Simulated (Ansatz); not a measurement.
Computed with DFT PBE, scalar-relativistic, plane waves, PAW (Ansatz 0.2.0). All cells share a 420 eV cutoff and Γ-centred k meshes spaced about 0.3 Å⁻¹ or finer (0.25 for metals, 2π included). Collinear spin where magnetic atoms keep a moment.

Temperature and zero-point effects are left out.

Compare these two cells of TiTl2Te3, each relaxed at this level.

A. (no moments)

Space group C2/m (No. 12). a = 7.563 Å, b = 12.966 Å, c = 8.258 Å, α = 90.00°, β = 107.28°, γ = 90.00°
```
atom  site  symmetry       x       y       z
  Ti    4g         2  0.5000  0.3283  0.0000
  Tl    2c       2/m  0.0000  0.0000  0.5000
  Tl    4h         2  0.5000  0.1459  0.5000
  Tl    2b       2/m  0.5000  0.0000  0.0000
  Te    8j         1  0.7620  0.1914  0.2086
  Te    4i         m  0.1814  0.0000  0.1879
```

B. (ferromagnetic moments up to 0.4 μB)

Space group P-3m1 (No. 164). a = 4.101 Å, b = 4.101 Å, c = 13.129 Å, α = 90.00°, β = 90.00°, γ = 120.00°
```json
{"atom": "Ti", "site": "1a", "symmetry": "-3m.", "x": "0.0000", "y": "0.0000", "z": "0.0000"}
{"atom": "Tl", "site": "2d", "symmetry": "3m.", "x": "0.3333", "y": "0.6667", "z": "0.6627"}
{"atom": "Te", "site": "2d", "symmetry": "3m.", "x": "0.3333", "y": "0.6667", "z": "0.1207"}
{"atom": "Te", "site": "1b", "symmetry": "-3m.", "x": "0.0000", "y": "0.0000", "z": "0.5000"}
```

Problem. Which would you expect to be lower, and how large is the difference?

Solution. A is lower, by 61 meV/atom. A has Ti and Tl ordered on rock salt sites, space group C2/m (No. 12), 32.2 Å³/atom and no gap on its mesh; B has space group P-3m1 (No. 164), 31.9 Å³/atom and no gap. Counting Te atoms around Ti and Tl (those within 1.25 times the shortest such distance or 1.15 times the sum of covalent radii, 1.27 where that leaves under three; a plus sign parts nearer from farther groups), A has Ti 6, Tl 6 and B has Ti 6, Tl 3+3. Their magnetic states differ too. In A, around Ti lie 6 Te at 2.82–2.85 Å; Tl on a site of symmetry 2/m has 2 Te at 3.26 Å and 4 Te at 3.55 Å; around Te on a site of symmetry 1 lie 2 Ti at 2.83–2.85 Å, 2 Tl at 3.30–3.32 Å and 2 Tl at 3.55–3.59 Å; 3 more sites not described. In B, around Ti lie 6 Te at 2.85 Å; Tl has 3 Te at 3.19 Å, 3 Te at 3.70 Å and 6 Tl at 4.10 Å; Te on a site of symmetry 3m has 3 Ti at 2.85 Å and 3 Tl at 3.70 Å; 1 more site not described. Both come from trial cells of a structure search.

These runs have no spin–orbit coupling, which can matter for Te and Tl. The zero gap of C2/m may come from the functional, which often closes small gaps, or the cell may be a true semimetal. The magnetic state reached may not be the lowest. Cells relaxed within their symmetry can be saddle points. Some structure types and database cells were kept out of the candidates from the start, so a known form may be missing.
